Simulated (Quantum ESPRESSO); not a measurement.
Ga3GeO5N, a curve over one atom's position

Computed values, not a measurement. The program is pw.x of Quantum ESPRESSO 7.5 (plane-wave density functional theory). The cell is made up: 10 atoms on a corundum lattice, with randomly drawn elements, strain and displacements, not relaxed. PseudoDojo standard norm-conserving files (v0.5 for PBE, v0.4.1 for LDA and PBEsol) set the functional; there is no spin polarisation, spin-orbit coupling or dispersion term, and the masses in the input are unused placeholders.

Seven runs move atom 5 (O, counted in the order of the input) along y and keep all else fixed.

Input of the run at -0.0942:

```
&control calculation='scf', pseudo_dir='./dojo.nc.sr.pbe.v0_5.standard.upf', outdir='./o', disk_io='medium', tprnfor=.true., tstress=.true. /
&system ibrav=0, nat=10, ntyp=4, nbnd=50, ecutwfc=84.00895049, nosym=.true., tot_charge=0,
 occupations='smearing', smearing='fd', degauss=0.0018374661
/
&electrons conv_thr=7.350e-09, electron_maxstep=60, /
ATOMIC_SPECIES
Ga 1.0 Ga.upf
Ge 1.0 Ge.upf
N 1.0 N.upf
O 1.0 O.upf
CELL_PARAMETERS angstrom
2.5466 1.5333 4.5446
-2.5607 1.5557 4.5452
0.0124 -2.9569 4.5024
ATOMIC_POSITIONS angstrom
Ga -0.073 -0.034 4.6962
Ge 0.0837 -0.0108 1.9225
Ga 0.1114 0.064 8.8446
Ga 0.1629 0.1639 11.6941
O -0.9967 1.4341 7.7605
O -0.7825 -1.5344 7.9933
O 1.7579 0.1728 7.9175
O 0.9907 -1.4605 5.6049
O 0.7453 1.6203 5.7357
N -1.6827 0.0336 5.7253
K_POINTS automatic
5 5 5 1 1 1
```

| shift of atom 5 along y (Å) | free energy less that of the input shown (eV) | Fx on atom 5 (eV/Å) | Fy on atom 5 (eV/Å) | Fz on atom 5 (eV/Å) | pressure (GPa) | next band up at Gamma (eV) | iterations |
| --- | --- | --- | --- | --- | --- | --- | --- |
| -0.1857 | 0.2058 | -0.478 | 2.647 | 1.296 | -3.04 | 0.501 | 13 |
| -0.1201 | 0.0507 | -0.452 | 2.076 | 1.350 | -3.31 | 0.599 | 13 |
| -0.0942 | 0.0000 | -0.454 | 1.842 | 1.367 | -3.37 | 0.634 | 13 |
| +0.1390 | -0.1643 | -0.861 | -0.522 | 1.523 | -3.07 | 0.861 | 13 |
| +0.1573 | -0.1528 | -0.930 | -0.733 | 1.544 | -2.97 | 0.872 | 13 |
| +0.1834 | -0.1297 | -1.040 | -1.041 | 1.578 | -2.80 | 0.886 | 13 |

Question: one run is left out of the table, at -0.1659. Estimate its Fy on atom 5 (eV/Å).

Answer: 2.478. The whole row:

| shift of atom 5 along y (Å) | free energy less that of the input shown (eV) | Fx on atom 5 (eV/Å) | Fy on atom 5 (eV/Å) | Fz on atom 5 (eV/Å) | pressure (GPa) | next band up at Gamma (eV) | iterations |
| --- | --- | --- | --- | --- | --- | --- | --- |
| -0.1659 | 0.1551 | -0.465 | 2.478 | 1.314 | -3.14 | 0.531 | 13 |

A cubic fit gives dFy/dy = -9.87 eV/Å² at zero shift. Across the table the free energy follows the integral of the force to within 0.1 meV. A rerun of one of the cells at a cutoff of 1437 eV and k mesh 7 x 7 x 7 moved values by no more than 0.004 eV in energy, 0.03 GPa in stress and 0.002 eV/Å in force. The band column is the level of band 45 at Gamma less that of band 44, whose number is half the electron count, rounded up; it comes from a band step after each run.